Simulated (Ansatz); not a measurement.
# PbO-type BiN

Level of theory: DFT, PBE, scalar-relativistic, no spin polarisation; plane waves to 420 eV with PAW datasets (Ansatz 0.2.0), 8×8×6 k-mesh, Gaussian smearing of 0.05 eV; PAW files: Ansatz's generated set soft_2.

```yaml
crystal:
  lattice:
    - [4.05231, 0.00000, 0.00000]
    - [0.00000, 4.05231, 0.00000]
    - [0.00000, 0.00000, 5.31189]
  atoms:
    - { symbol: Bi, position: [0.50000, 0.00000, 0.20865] }
    - { symbol: Bi, position: [0.00000, 0.50000, 0.79135] }
    - { symbol: N, position: [0.00000, 0.00000, 0.00000] }
    - { symbol: N, position: [0.50000, 0.50000, 0.00000] }
```

The start was a prototype's sites filled with these elements, not a measured cell.

The cell is relaxed to zero pressure at this level.

Path: Γ–X–M–Γ–Z–R–A–Z | X–R | M–A, with Γ = (0.000, 0.000, 0.000), X = (0.000, 0.500, 0.000), M = (0.500, 0.500, 0.000), Z = (0.000, 0.000, 0.500), R = (0.000, 0.500, 0.500), A = (0.500, 0.500, 0.500) in reciprocal vectors of the calculation's cell.

Q: Is it a metal or an insulator, and if it has a gap, where are the band edges on this path?

A: A metal: bands cross the Fermi level.

Levels between -6 and 6 eV from the Fermi level at the path's named points:
| point | below E_F (eV) | above E_F (eV) |
| --- | --- | --- |
| Γ | -4.95 -4.95 -1.33 -1.33 -1.01 -0.47 | 0.84 2.18 4.12 4.12 5.02 5.02 |
| X | -3.36 -3.36 -3.21 -3.21 -2.08 -2.08 | 2.45 2.45 5.26 5.26 5.55 5.55 |
| M | -3.62 -3.62 -2.84 -2.84 -0.01 -0.01 | 0.85 0.85 3.75 3.75 |
| Z | -5.98 -4.84 -4.84 -1.41 -1.41 -1.09 -1.05 -0.27 | 2.74 2.74 2.93 |
| R | -3.73 -3.73 -3.33 -3.33 -1.16 -1.16 | 2.90 2.90 4.83 4.83 4.86 4.86 |
| A | -4.06 -4.06 -3.31 -3.31 -0.01 -0.01 | 3.43 3.43 3.45 3.45 5.23 5.23 |

It ran for 26 s on 2 threads of Arm Neoverse V2 (shared host), peak memory 0.5 GiB.

These numbers lack spin–orbit coupling.
